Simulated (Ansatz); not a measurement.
InP (zinc blende)

```
InP
1.0
    0.00000     2.93912     2.93912
    2.93912     0.00000     2.93912
    2.93912     2.93912     0.00000
P In
1 1
Direct
  0.75000   0.75000   0.75000
  0.00000   0.00000   0.00000
```

The slice is a {110} plane (indices of the conventional cell) through the point (0.000, 0.000, 0.000) (fractional), spanned by u = [100] and v = [1 -1 -1] in vectors of this cell: u (4.16 Å) and v (5.88 Å, at 90° to u). It covers one period; positions are fractions (u, v).

Method: PBEsol (plane waves to 420 eV, PAW, scalar-relativistic; Ansatz, a quantum-chemistry and plane-wave program). k mesh 10×10×10. Near the nuclei the fields are pseudised (PAW); where an atom keeps semicore shells as valence, they peak there. InP was relaxed with its symmetry unable to fall.

Three fields on this plane, each scaled to ten steps between its own extremes (0 low, 9 high; the total valence density on a logarithmic scale, the potential cut 8 eV below its top; x marks points blanked near nuclei; v = 0 in the bottom row):

Map A
```
|xxxx3233333323xxx|
|xxxx2221111222xxx|
|xxx322100001223xx|
|x2222100000012222|
|22221100000011222|
|22211000000001122|
|11100000000000011|
|00000000000000000|
|00000000000000000|
|00000001111000000|
|00000012332100000|
|00001245665421000|
|00012467887642100|
|00024689xx9864200|
|001368xxxxxx86310|
|01257xxxxxxxx7521|
|12468xxxxxxxx8642|
|22479xxxxxxxx9742|
|22369xxxxxxxx9632|
|x2248xxxxxxxx8422|
|xxx259xxxxxx952xx|
|xxxx3699xx9963xxx|
|xxxx2378888742xxx|
|xxxxx24566542xxxx|
```

Map B
```
|xxxx0157887510xxx|
|xxxx0268888620xxx|
|xxx004788887400xx|
|x0004678888764000|
|01346788998876431|
|56678889999888766|
|88888899999988888|
|99999999889999999|
|99999998888999999|
|99999998888999999|
|99999988888899999|
|99999887777889999|
|99998865445688999|
|99997630xx0367999|
|999862xxxxxx26899|
|99874xxxxxxxx4789|
|88762xxxxxxxx2678|
|55651xxxxxxxx1565|
|01331xxxxxxxx1331|
|x0001xxxxxxxx1000|
|xxx000xxxxxx000xx|
|xxxx0110xx0110xxx|
|xxxx0144444410xxx|
|xxxxx05777750xxxx|
```

Map C
```
|xxxx9755445579xxx|
|xxxx8643333468xxx|
|xxx975322223579xx|
|x9875421111245789|
|77654310000134567|
|55543210000123455|
|44332110000112334|
|22221110000111222|
|11111111111111111|
|00111222332221110|
|00012234444322100|
|00013455665543100|
|00124567777654210|
|01235689xx9865321|
|123468xxxxxx86432|
|23467xxxxxxxx7643|
|44568xxxxxxxx8654|
|55679xxxxxxxx9765|
|77789xxxxxxxx9877|
|x9999xxxxxxxx9999|
|xxx999xxxxxx999xx|
|xxxx9999xx9999xxx|
|xxxx9887777889xxx|
|xxxxx86666668xxxx|
```

### Question
Assign the maps to these fields: electron localisation function (ELF); valence electron density; electrostatic potential energy of an electron, from the cell's mean.

### Answer
A is the electron localisation function (ELF); B is the electrostatic potential energy of an electron, from the cell's mean; C is the valence electron density.
